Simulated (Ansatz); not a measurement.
### Question
Name crystals whose computed values (plane-wave PAW PBE (Ansatz code)) fall in these windows: G_Hill (GPa) 200 to 260; B₀ by P(V) fit (GPa) 300 to 400; Θ_D (K) 370 to 460.

### Answer


```tsv
crystal	G_Hill (GPa)	B₀ by P(V) fit (GPa)	Θ_D (K)
Ir, fcc (Cu type)	221	347	429
```
Others may fit too.

The cell was relaxed under the symmetry of its start. Rows with no word on spin ran without spin polarisation. Scalar-relativistic: spin–orbit coupling is off unless named, which matters more the heavier the elements.

Potentials: the later of the program's two PAW sets.
